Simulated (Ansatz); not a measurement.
**BiTe: energy along a strain**

BiTe, R-3m, a = 4.845 Å, c = 9.952 Å (as given, not relaxed at this level: -2.5 GPa). The structure is a Materials Project entry; whether it is the stable form wasn't checked. Ansatz: PBEsol, PAW, 420 eV, Γ-centred 12×12×12 mesh on 2 atoms, Gaussian smearing 0.15 eV; no spin polarisation. Cell vectors (Å): 2.423 1.399 3.317; -2.423 1.399 3.317; 0.000 -2.798 3.317. The cell is strained by x per cent times the pattern (1 -1 0 0 0 0) in the order xx yy zz yz xz xy (engineering shears), with fractional coordinates held. y is the free energy over the start, V0 = 33.725 Å³/atom.

| x (%) | y (meV/atom) |
| --- | --- |
| -6.00 | 21.23 |
| -4.50 | 12.56 |
| -3.00 | 5.99 |
| -1.50 | 1.59 |
| 0.00 | 0.00 |
| 1.50 | 1.59 |
| 3.00 | 6.52 |
| 4.50 | ? |
| 5.25 | 20.33 |
| 6.00 | 26.72 |

Problem. Fit y = c1 x + c2 x² + c3 x³ to the other rows, get the stiffness along the pattern, and predict the missing energy.

Solution. Least squares on the rows shown. y = −0.039351 x + 0.66933 x² + 0.013849 x³. The clamped-ion stiffness p·C·p = 2 × 6.693 eV × 160.2 / 33.725 Å³ = 64 GPa (second derivative at the start, which stands under stress). With a term in x⁴ added, the coefficient of x² becomes 0.6965, 4 % more, which shows how far this figure hangs on the form. At x = 4.50 the fit asked for gives 14.64 meV/atom. The run gave 14.89 meV/atom, so the fit is 0.25 meV/atom too low, within twice the rms miss on the fitted rows (0.14 meV/atom).

Spin–orbit coupling is left out, which can shift energies with elements as heavy as these.